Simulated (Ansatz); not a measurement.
AgAuO₂:
```cif
data_Ag2Au2O4
_chemical_formula_sum 'Ag2 Au2 O4'
_space_group_name_H-M_alt 'P21/c'
_space_group_IT_number 14
_space_group_name_Hall '-P 2ybc'
_cell_length_a 5.66032
_cell_length_b 3.85444
_cell_length_c 5.47755
_cell_angle_alpha 90.000
_cell_angle_beta 104.600
_cell_angle_gamma 90.000
loop_
_space_group_symop_operation_xyz
  'x, y, z'
  '-x, -y, -z'
  '-x, y+1/2, -z+1/2'
  'x, -y+1/2, z+1/2'
loop_
_atom_site_label
_atom_site_type_symbol
_atom_site_symmetry_multiplicity
_atom_site_Wyckoff_symbol
_atom_site_fract_x
_atom_site_fract_y
_atom_site_fract_z
_atom_site_occupancy
Ag1 Ag 2 d 0.50000 0.00000 0.50000 1
Au1 Au 2 a 0.00000 0.00000 0.00000 1
O1 O 4 e 0.19795 0.29387 0.27971 1
```

Relaxed with r²SCAN. Plane-wave PAW r²SCAN (Ansatz code) gives a gap of 0.80 eV.

**Question.** What gap does HSE06 give on the same cell (Ansatz, PAW)?

**Answer.** 1.81 eV, 1.01 eV more. The hybrid was solved on a coarser mesh and at special points; its gap is the smallest among all of these.

| k | v1 r²SCAN | c1 r²SCAN | v1 HSE06 | c1 HSE06 |
|---|---|---|---|---|
| Γ | 0.00 | 1.58 | [?] | [?] |
| Z | -0.68 | 2.28 | -0.67 | 3.49 |
| B | -0.73 | 1.52 | -0.70 | 2.64 |
| Y2 | -0.56 | 1.26 | [?] | [?] |
| C2 | -0.51 | 2.12 | -0.45 | 3.34 |
| D | -0.98 | 1.48 | [?] | [?] |
| A | -0.71 | 1.19 | -0.73 | 2.21 |
| E | -0.13 | 2.18 | [?] | [?] |

**Question.** Top valence (v1) and lowest conduction level (c1) in eV from each method's valence maximum (which need not be a listed point): supply the withheld HSE06 values.

**Answer.** 
- D, v1 HSE06: -0.96
- D, c1 HSE06: 2.55
- E, v1 HSE06: -0.12
- E, c1 HSE06: 3.35
- Γ, v1 HSE06: 0.00
- Γ, c1 HSE06: 2.61
- Y2, v1 HSE06: -0.51
- Y2, c1 HSE06: 2.38

Cost on shared cores: the r²SCAN run (SCF on a 5×7×5 mesh, then bands and DOS) roughly 4 core-minutes, the HSE06 run (SCF on 3×4×3, then a few points) roughly 7 core-minutes; the tasks are unlike.

Space group P2_1/c. The workflow started from a Materials Project entry (that database holds measured and hypothetical structures alike); the Crystallography Open Database copy checked does not list it. Whether it is the stable phase at ambient conditions was not checked. Symmetry was held in the r²SCAN relaxation; whether a distortion lowers the energy is not shown. The run is not spin-polarised. Spin–orbit coupling is left out wherever it is not named.

Potentials: the later of the program's two PAW sets.
